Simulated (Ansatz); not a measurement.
Be (hcp (Mg type), P6_3/mmc) is relaxed with r²SCAN+D4 (plane waves, PAW; program Ansatz). What lattice parameters of the conventional cell result?

a = 2.257 Å, c = 3.562 Å.

The cell was relaxed with r²SCAN+D4 under the symmetry of its start. The pairwise dispersion correction was not fitted to metals. Axis ratios of metals converge slowly with the k-mesh, so a and c are less sure than the volume.

Potentials: the later of the program's two PAW sets.
